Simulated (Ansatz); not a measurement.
RbBiF6:
```xyz
8
Lattice="3.8538 2.2250 2.5984 -3.8538 2.2250 2.5984 0.0000 -4.4500 2.5984" Properties=species:S:1:pos:R:3 pbc="T T T"
Rb     0.0000     0.0000     3.8975
Bi     0.0000     0.0000     0.0000
F     -2.7562     1.0533     3.8008
F      2.7562    -1.0533     3.9943
F      0.4659    -2.9136     3.8008
F     -0.4659     2.9136     3.9943
F      2.2903     1.8602     3.8008
F     -2.2903    -1.8602     3.9943
```

r²SCAN (plane waves, PAW; program Ansatz) gives a gap of 3.87 eV without spin–orbit coupling, maximum at L, minimum at Γ.

What happens when spin–orbit coupling is switched on?

The gap increases by 0.03 eV, to 3.90 eV; maximum at T, minimum at Γ.

Give the electron effective mass with spin–orbit coupling.

1.2 mₑ (isotropic).

Space group R-3. The first step of the workflow began from a Materials Project structure, measured or hypothetical; the Crystallography Open Database files this formula in space group No. 148, but the cells were not matched. Its standing as an ambient phase is unchecked. The cell was relaxed with r²SCAN under the symmetry of its start; whether a distortion lowers the energy is not shown.

Potentials: the later of the program's two PAW sets.
